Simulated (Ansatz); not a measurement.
Input:

Ge:
```cif
data_Ge8
_chemical_formula_sum 'Ge8'
_space_group_name_H-M_alt 'P63/mmc'
_space_group_IT_number 194
_space_group_name_Hall '-P 6c 2c'
_cell_length_a 4.00347
_cell_length_b 4.00347
_cell_length_c 13.14538
_cell_angle_alpha 90.000
_cell_angle_beta 90.000
_cell_angle_gamma 120.000
loop_
_atom_site_label
_atom_site_type_symbol
_atom_site_symmetry_multiplicity
_atom_site_Wyckoff_symbol
_atom_site_fract_x
_atom_site_fract_y
_atom_site_fract_z
_atom_site_occupancy
Ge1 Ge 4 e 0.00000 0.00000 0.09319 1
Ge2 Ge 4 f 0.33333 0.66667 0.15588 1
```

This is the r²SCAN-relaxed structure.

### Question
All from the program Ansatz at the r²SCAN level (PAW), unless another level is named. Predict the hole effective mass with spin–orbit coupling.

### Answer
0.023, 0.023, 0.48 mₑ (principal values).

### Question
And the band gap?

### Answer
0.27 eV (smallest direct gap 0.27 eV).

### Question
What about the gap with spin–orbit coupling?

### Answer
0.17 eV.

Space group P6_3/mmc. The workflow started from a Materials Project entry (that database holds measured and hypothetical structures alike); the Crystallography Open Database copy checked does not list it. It is not the phase usual at ambient conditions (space group No. 227). Symmetry was held in the r²SCAN relaxation; phonons on a q-mesh show no instability. Scalar-relativistic: spin–orbit coupling is off unless named, which matters more the heavier the elements.

Potentials: the later of the program's two PAW sets.
